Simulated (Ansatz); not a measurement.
Data:

ZrB₂:
Space group P6₃/mmc (No. 194); a = 3.081 Å, b = 3.081 Å, c = 8.539 Å, α = 90.00°, β = 90.00°, γ = 120.00°

```
atom  site  symmetry       x       y       z
----  ----  --------  ------  ------  ------
Zr      2c      -6m2  0.3333  0.6667  0.2500
B       4f       3m.  0.6667  0.3333  0.0269
```

This is the r²SCAN-relaxed structure.

**Question.** All from DFT-r²SCAN in the program Ansatz with PAW potentials, unless another level is named. Give the electronic character.

**Answer.** metallic (no gap).

**Question.** Predict the formation energy from the elements (no fitted shifts).

**Answer.** -15 kJ/mol of atoms.

**Question.** Next, the density of states at the Fermi level?

**Answer.** 0.49 states/eV per atom (mean over ±0.08 eV).

**Question.** Give the gap with spin–orbit coupling.

**Answer.** none (metallic).

Space group P6_3/mmc. The start of the workflow was typed in or built on a structure type; neither database checked (COD, Materials Project) lists it. It is not the phase usual at ambient conditions (space group No. 191). Symmetry was held in the r²SCAN relaxation; whether a distortion lowers the energy is not shown. The run is not spin-polarised. The references are the lowest solids computed at this level, not always the standard phases. Spin–orbit coupling is left out wherever it is not named.

Potentials: the earlier of the program's two PAW sets.
